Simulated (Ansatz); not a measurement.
An Ansatz (a quantum-chemistry and plane-wave program) run. Input:

Ansatz 0.2 input:
```yaml
crystal:
  lattice:
    - [2.3844610362, 1.3766692211, 8.5809540481]
    - [-2.3844610362, 1.3766692211, 8.5809540481]
    - [0.0, -2.7533384422, 8.5809540481]
  atoms:
    - { symbol: W, position: [0.0, 0.0, 0.0] }
    - { symbol: Co, position: [0.091450108, 0.091450108, 0.5814010043] }
    - { symbol: Co, position: [0.908549892, 0.908549892, 0.4185989957] }
    - { symbol: Co, position: [0.5814010043, 0.091450108, 0.091450108] }
    - { symbol: Co, position: [0.4185989957, 0.908549892, 0.908549892] }
    - { symbol: Co, position: [0.091450108, 0.5814010043, 0.091450108] }
    - { symbol: Co, position: [0.908549892, 0.4185989957, 0.908549892] }
    - { symbol: W, position: [0.164537838, 0.164537838, 0.164537838] }
    - { symbol: W, position: [0.835462162, 0.835462162, 0.835462162] }
    - { symbol: W, position: [0.3470290038, 0.3470290038, 0.3470290038] }
    - { symbol: W, position: [0.6529709962, 0.6529709962, 0.6529709962] }
    - { symbol: W, position: [0.4505872242, 0.4505872242, 0.4505872242] }
    - { symbol: W, position: [0.5494127758, 0.5494127758, 0.5494127758] }
kpoints:
  mp_grid: { grid: [10, 10, 10] }
hamiltonian:
  xc: r2scan
  pseudopotentials: { azcp: { folder: ./paw }, kind: paw }
scf:
  occupations: { method: gaussian, width: 0.1 }
checkpoint: { read: metal.run }
output: { write_density: true, elf: true, volumetric_format: npy }
basis: { fft_grid_basis: typed }
```

Output (shortened):

```
Pseudopotential: W, paw, valence charge 14
Pseudopotential: Co, paw, valence charge 17
Functional definition: r2SCAN
Crystal: 13 atoms, lattice volume = 169.008 Å³
Basis set: ecut = 500 eV, 4297 PW (Γ), exchange–correlation on 288×288×288 points (64 copies of the dense FFT grid, shifted against one another)
Bands: 120, of which v1, the nominal top of the filled ones, is band 100 counted from 1 (99 counted from 0)
Symmetry: 12 space group operations
Space group: R-3m (ITA 166), of the structure as read, at distance tolerance 5.5e-5 Å
k-points: 116 of 1000
Stability of the state it starts from, as read at its close in the unpolarized treatment …
iter 1 solved again at ethr=1.56e-7 eV; its pass at ethr=3.10e-3 eV (dr2=3.12e-4 eV) is discarded
SCF iter   1: F=—  HF=-103575.982474 eV  |F-HF|=—  |Δ(HF+E_count)|=         —  Δρ=7.07e-7  dr2=6.47e-10  dr2_τ=4.32e-11  ethr=1.56e-7  ⟨swp⟩=3.0  Hψ=80002  notcnv=0
preconditioner: auto → Kerker (q_TF=auto, 2.806 Å⁻¹)
SCF iter   2: F=—  HF=-103575.982465 eV  |F-HF|=—  |Δ(HF+E_count)|=   9.07e-6  Δρ=1.82e-6  dr2=4.89e-9  dr2_τ=1.59e-10  ethr=1.00e-12  ⟨swp⟩=6.9  Hψ=54881  notcnv=0
SCF iter   3: F=-103575.982465 eV  HF=-103575.982465 eV  |F-HF|=1.16e-10  |Δ(HF+E_count)|=  3.20e-10  Δρ=3.33e-7  dr2=1.52e-10  dr2_τ=2.54e-11  ethr=1.00e-12  ⟨swp⟩=1.0  Hψ=31257  notcnv=0
SCF 1 converged in 3 iterations: F = -103575.982465 eV  dr2 = 1.52e-10
SCF converged after 3 iterations
Free energy (F): -103575.982465 eV
Harris-Foulkes:  -103575.982465 eV  (|F-HF|=1.16e-10)
Internal energy: -103575.929730 eV  (E = F + TS)
E sigma→0 (E₀):  -103575.956097 eV
Entropy (-TS):   -0.052735 eV (-4.057 meV/atom)
Fermi energy:    21.756345 eV
--- Per-component energies (eV) ---
  E_band       = -2020.428489
  E_kinetic    = 4718.588492
  E_local      = -21663.401547  (includes V_loc(G=0)·N_el)
  E_nonlocal   = 2441.457356
  E_hartree    = 9780.946045
  E_xc         = -2279.178249
  E_vxc        = -2553.091328  (∫ρ·V_xc dr)
  E_paw        = -69753.469158  (= ΣΔE_a)
  E_vpaw       = -4676.697277  (= ΣTr[D̂ρ^β])
  E_aug_tail   = 0.000019  (compensation charges beyond the density's cutoff)
  E_vtau       = 150.821973  (kinetic-family band-sum trace: ∫τ·v_τ [+ j·A + Jᵃ·Aᵃ] dr)
  E_ewald      = -26814.984379
  E_core_change = -5.888308  (= ΣΔE_core)
  E_smearing   = -0.052735  (= −TS)
  E_closure    =  0.000000  (closes the sum)
  Σ components = -103575.982465   (vs F -103575.982465, Δ=0.00e0)
  [band-id]    e_kinetic+e_local+e_nonlocal+2·e_hartree+e_vxc+e_vpaw+e_augmentation_tail+e_vtau = -2020.430223   (vs E_band -2020.428489, Δ=-1.73e-3)
--- Band table (eV; the first three rows and the last of 116) ---
  k-point 0: bands = ["-76.8669", "-76.8668", "-76.8162", "-76.8162", "-76.8162", "-76.8162", "-54.2413", "-54.1823", "-54.1348", "-54.1187", "-54.0878", "-53.9907", "-53.9543", "-38.9630", "-38.9615", "-38.8121", "-38.8121", "-38.8121", "-38.8121", …
  k-point 1: bands = ["-76.8658", "-76.8658", "-76.8172", "-76.8172", "-76.8162", "-76.8162", "-54.2389", "-54.1827", "-54.1367", "-54.1189", "-54.0846", "-53.9920", "-53.9562", "-38.9563", "-38.9549", "-38.8111", "-38.8111", "-38.8074", "-38.8074", …
  k-point 2: bands = ["-76.8629", "-76.8629", "-76.8202", "-76.8202", "-76.8162", "-76.8162", "-54.2319", "-54.1839", "-54.1423", "-54.1194", "-54.0755", "-53.9959", "-53.9616", "-38.9377", "-38.9364", "-38.8074", "-38.8073", "-38.7939", "-38.7938", …
  k-point 115: bands = ["-76.8669", "-76.8669", "-76.8162", "-76.8162", "-76.8162", "-76.8162", "-54.2411", "-54.1808", "-54.1351", "-54.1260", "-54.0807", "-53.9923", "-53.9540", "-38.9634", "-38.9611", "-38.8121", "-38.8121", "-38.8121", "-38.8121", …
```

Cost: around 2.4 core-minutes (rough) on shared cores.

The start of the workflow was typed in or built on a structure type; neither database checked (COD, Materials Project) lists it. Whether it is the stable phase at ambient conditions was not checked. Symmetry was held in the r²SCAN relaxation; its stability against distortions is not shown here. The run is not spin-polarised. Scalar-relativistic: spin–orbit coupling is off unless named, which matters more the heavier the elements.

Potentials: the earlier of the program's two PAW sets. The files were generated under PBE; for other functionals the program regenerates the frozen cores, and for LDA and PBEsol the local potential too.

Ansatz is a plane-wave DFT program.
